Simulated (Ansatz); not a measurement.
The calculation used DFT PBE, scalar-relativistic, plane waves, PAW (Ansatz 0.2.0). Settings of the last relaxation (5-atom cell): 420 eV, 12×12×6 k points, Gaussian smearing of 0.10 eV, no spin polarisation.

Formation energies are uncorrected and count from the elements' standard states at the same level.

Question: Find a candidate trigonal metal that holds Hf and 1 more element, with a formation energy near −0.52 eV/atom and about 18 Å³ per atom, in a cell of 5 atoms. Its symmetry should be P-3m1 (No. 164).

Answer: Hf₂Si₃, space group P-3m1 (No. 164). Hf is surrounded by 3 Si at 2.62 Å and 4 Si at 2.79–2.86 Å; Si on a site of symmetry -3m has 6 Hf at 2.62 Å; around Si on a site of symmetry 3m lie 3 Si at 2.42 Å and 4 Hf at 2.79–2.86 Å.

```
CELL_PARAMETERS angstrom
3.73095 0.00000 0.00000
-1.86547 3.23109 0.00000
0.00000 0.00000 7.61325
ATOMIC_POSITIONS crystal
Hf 0.33333 0.66667 0.80418
Hf 0.66667 0.33333 0.19582
Si 0.00000 0.00000 0.00000
Si 0.33333 0.66667 0.42809
Si 0.66667 0.33333 0.57191
```

* Volume per atom: 18.36 Å³
* Density: 7.98 g/cm³
* Formation energy: −0.52 eV/atom
* Gap on the 12×12×6 mesh of the 5-atom cell: 0 eV (a metal)

The structure comes from a generated guess, relaxed at this level; another structure or a mixture of phases may lie lower. The answer needn't be unique; the calculation gave this one.

These runs have no spin–orbit coupling, which can matter for Hf. A later test with randomly moved atoms came back to the same energy, though modes that don't fit the test's cell weren't probed.
